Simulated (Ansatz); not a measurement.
MoN₂:
```cif
data_MoN2
_chemical_formula_sum 'Mo1 N2'
_space_group_name_H-M_alt 'P 1'
_space_group_IT_number 1
_cell_length_a 5.04485
_cell_length_b 5.04485
_cell_length_c 5.04485
_cell_angle_alpha 34.209
_cell_angle_beta 34.209
_cell_angle_gamma 34.209
loop_
_space_group_symop_operation_xyz
  'x, y, z'
loop_
_atom_site_label
_atom_site_type_symbol
_atom_site_fract_x
_atom_site_fract_y
_atom_site_fract_z
_atom_site_occupancy
Mo1 Mo 0.99975 0.99975 0.99975 1
N1 N 0.41039 0.41039 0.41039 1
N2 N 0.25587 0.25587 0.25587 1
```
Starting moments (μB, in the order of the atoms Mo N N): 0.1 0.6 0.6.

Relaxed with r²SCAN+D4.

Question: Tabulate the valence density and the electron localisation function along the shortest Mo–N contact (2.04 Å), r²SCAN+D4 (plane waves, PAW; program Ansatz).

Answer: 

| distance from Mo (Å) | density (e/Å³) | ELF |
|---|---|---|
| 0.20 | 6.93 | 0.46 |
| 0.31 | 6.66 | 0.60 |
| 0.41 | 5.95 | 0.69 |
| 0.51 | 4.85 | 0.72 |
| 0.61 | 3.61 | 0.68 |
| 0.71 | 2.48 | 0.59 |
| 0.81 | 1.63 | 0.44 |
| 0.92 | 1.12 | 0.33 |
| 1.02 | 0.90 | 0.32 |
| 1.12 | 0.89 | 0.45 |
| 1.22 | 1.03 | 0.66 |
| 1.32 | 1.29 | 0.79 |
| 1.42 | 1.73 | 0.82 |
| 1.53 | 2.34 | 0.78 |
| 1.63 | 2.97 | 0.66 |
| 1.73 | 3.37 | 0.43 |
| 1.83 | 3.44 | 0.19 |

The density is the valence pseudo-density with augmentation charge, so density and ELF within about 1 Å of a nucleus are not all-electron values.

Space group R3m. The start of the workflow was typed in or built on a structure type; neither database checked (COD, Materials Project) lists it. Whether it is the stable phase at ambient conditions was not checked. The cell was relaxed with r²SCAN+D4 under the symmetry of its start; its stability against distortions is not shown here. The final state is ferromagnetic, chosen from 2 collinear starts compared on coarse meshes (ties went to the first, and starts can fall back to one state), not a proven ground state. Its formation energy is positive at this level, so the cell may be metastable or incomplete. Other orbital occupations within this spin state were not tried. No Hubbard U is applied.

Potentials: the earlier of the program's two PAW sets.
